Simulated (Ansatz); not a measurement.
Data:

NbAg:
Space group Pmma (No. 51); a = 4.7107 Å, b = 2.7392 Å, c = 5.2358 Å, α = 90.00°, β = 90.00°, γ = 90.00°

| atom | site | symmetry | x | y | z |
|---|---|---|---|---|---|
| Ag | 2e | mm2 | 0.7500 | 0.0000 | 0.1471 |
| Nb | 2f | mm2 | 0.2500 | 0.5000 | 0.3502 |

This is the PBEsol-relaxed structure.

Task: All from PBEsol (plane waves, PAW; program Ansatz), unless another level is named. Estimate the formation energy from the elements (no fitted shifts).

Result: 0.24 eV/atom.

Task: And the density of states at the Fermi level?

Result: 0.57 states/eV per atom (mean over ±0.08 eV).

The start of the workflow was typed in or built on a structure type; neither database checked (COD, Materials Project) lists it. Its standing as an ambient phase is unchecked. The cell was relaxed with PBEsol under the symmetry of its start; phonons show weakly imaginary modes. No spin polarisation was allowed. Its formation energy is positive at this level, so the cell may be metastable or incomplete. Axis ratios of metals converge slowly with the k-mesh, so a and c are less sure than the volume. The references are the lowest solids computed at this level, not always the standard phases. Scalar-relativistic: spin–orbit coupling is off unless named, which matters more the heavier the elements.

Potentials: the later of the program's two PAW sets.
